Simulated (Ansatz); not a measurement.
A relaxed cell of Pd (Fm-3m (No. 225)), relaxed on a k-mesh at least as fine as the one used below. These are PBE (plane waves to 420 eV, PAW, scalar-relativistic; Ansatz, a first-principles code) values and carry that method's errors. Γ-centred k-mesh 7×14×14 on the run's cell (coarser than for final values), Fermi–Dirac smearing 0.05 eV.

```
CELL_PARAMETERS angstrom
      0.00000     3.94276     3.94276
      1.97138     0.00000     1.97138
      1.97138     1.97138     0.00000
ATOMIC_POSITIONS crystal
  Pd 0.00000 0.00000 0.00000
  Pd 0.50000 0.00000 0.00000
```

The atoms are displaced by (Å):

| atom | ux | uy | uz |
|---|---|---|---|
| Pd1 | -0.118 | 0.057 | 0.117 |
| Pd2 | 0.055 | 0.048 | -0.089 |

Question: What forces (eV/Å) and pressure result?

Answer: 
```json
[
 {"atom": "Pd1", "Fx": "1.42", "Fy": "-0.94", "Fz": "-1.48"},
 {"atom": "Pd2", "Fx": "-1.42", "Fy": "0.94", "Fz": "1.48"}
]
```

Pressure +6.1 GPa.

Question: Estimate the energy cost of the displacement in the harmonic approximation and compare with the calculation.

Answer: For a harmonic well ΔE = −½ Σ F·u = 0.281 eV a cell, or 140 meV/atom. The calculated energy relative to the undisplaced cell is +0.13 eV/atom, so the harmonic estimate holds well.

No spin polarisation in the result. A magnetic state may lie lower.

The run that gave the undisplaced cell could not lose the symmetry of its start; a randomly shaken copy of 2 atoms returns to this structure.
